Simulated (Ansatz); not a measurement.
One crystal and one scan (frozen-phonon scan) at two levels, r2SCAN (plane waves to 500 eV, PAW, scalar-relativistic; Ansatz, an electronic-structure program) and PBE (plane waves to 420 eV, PAW, scalar-relativistic; Ansatz), each from its own relaxed cell and on its own mesh. The cell shown is that of r2SCAN.

Starting cell, MgS (rock salt):

```
CELL_PARAMETERS angstrom
      0.00000     2.60155     2.60155
      2.60155     0.00000     2.60155
      2.60155     2.60155     0.00000
ATOMIC_POSITIONS crystal
  S  0.00000 0.00000 0.00000
  Mg 0.50000 0.50000 0.50000
```

The atoms are displaced by Q × the pattern below (from a DFPT mode at Γ, largest move 1; Q in Å), at fixed cell. It is one choice among 3 degenerate patterns.

```csv
atom,x,y,z
S1,0.000,0.000,0.758
Mg2,0.000,0.000,-1.000
```

MgS was relaxed with its symmetry unable to fall. Percentages come from the unrounded values.

Results of r2SCAN:

| Property | Result |
|---|---|
| Lattice constant a (Å) | 5.203 |
| Harmonic wavenumber from the curvature (finite differences) (cm⁻¹ (negative: imaginary)) | 237 |
| Shape of the curve | a single well with its minimum at or next to zero displacement |

Task: Estimate the PBE values.

Result: 
```
quantity                                                                                    PBE     r2SCAN − PBE
----------------------------------------------------------------------------------------  -----  ---------------
Lattice constant a (Å)                                                                    5.230  -0.027 (-0.5 %)
Harmonic wavenumber from the curvature (finite differences) (cm⁻¹ (negative: imaginary))    224       +13 (+6 %)
```

r2SCAN gives the higher value for: harmonic wavenumber from the curvature. r2SCAN gives the lower value for: lattice constant a. Both give the same shape of the curve: a single well with its minimum at or next to zero displacement. Neither level is exact: the differences show how much the result hangs on the functional.

(A displaced cell: forces are minus the slopes of the energy, force constants its curvatures, and phonons follow from these.)
